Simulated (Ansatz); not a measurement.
Input:

AlAs:
```
CELL_PARAMETERS angstrom
      3.97090     0.00000     0.00000
     -1.98545     3.43890     0.00000
      0.00000     0.00000     6.52933
ATOMIC_POSITIONS crystal
  Al 0.33333 0.66667 0.00080
  Al 0.66667 0.33333 0.50080
  As 0.33333 0.66667 0.37520
  As 0.66667 0.33333 0.87520
```

This is the LDA-relaxed structure. x, y and z are the axes in which the lattice vectors are written.

All from the program Ansatz at the LDA level (PAW), unless another level is named. Give the piezoelectric stress constants (proper, relaxed ions, C/m²).

e15 = e24 = -0.03, e31 = e32 = -0.04, e33 = 0.04.

What about the Hill bulk and shear moduli?

75.5 and 39.8 GPa.

Give the highest zone-centre frequency (without LO–TO term).

10.90 THz.

Space group P6_3mc (wurtzite). The first step of the workflow began from a Materials Project structure, measured or hypothetical; the Crystallography Open Database copy checked does not list it. It is not the phase usual at ambient conditions (space group No. 216). The cell was relaxed with LDA under the symmetry of its start; of distortions, only those at the zone centre were tested.

Potentials: the later of the program's two PAW sets.
